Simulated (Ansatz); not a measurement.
Relaxed TaN (rock salt):

```
CELL_PARAMETERS angstrom
      0.00000     4.39630     4.39630
      2.19815     0.00000     2.19815
      2.19815     2.19815     0.00000
ATOMIC_POSITIONS crystal
  N  0.00000 0.00000 0.00000
  N  0.50000 0.00000 0.00000
  Ta 0.25000 0.50000 0.50000
  Ta 0.75000 0.50000 0.50000
```

Computed with r2SCAN (plane waves to 500 eV, PAW, scalar-relativistic; Ansatz, a program for electronic structure). k mesh 15×15×15 (Γ-centred), Fermi-Dirac smearing 0.05 eV. With partly filled bands, energies and forces of such displacements shift with the k mesh and the smearing. Spin-orbit coupling is left out, though Ta is heavy. TaN is run without spin polarisation. TaN was relaxed with its symmetry unable to fall. This is a high-temperature form of TaN.

One atom of the cell was then moved (with its periodic images), all else fixed, and the forces (eV/Å) came out as:

```json
[
 {"atom": "N1", "Fx": "-0.506", "Fy": "-1.296", "Fz": "-1.296"},
 {"atom": "N2", "Fx": "-1.567", "Fy": "-0.490", "Fz": "-0.490"},
 {"atom": "Ta3", "Fx": "1.648", "Fy": "1.712", "Fz": "1.712"},
 {"atom": "Ta4", "Fx": "0.426", "Fy": "0.074", "Fz": "0.074"}
]
```

### Question
Which atom was moved, and by which vector (Å)?

### Answer
Ta3, by (-0.23, -0.23, -0.23), 0.40 Å in all.

(A displaced cell: forces are minus the slopes of the energy, force constants its curvatures, and phonons follow from these.)
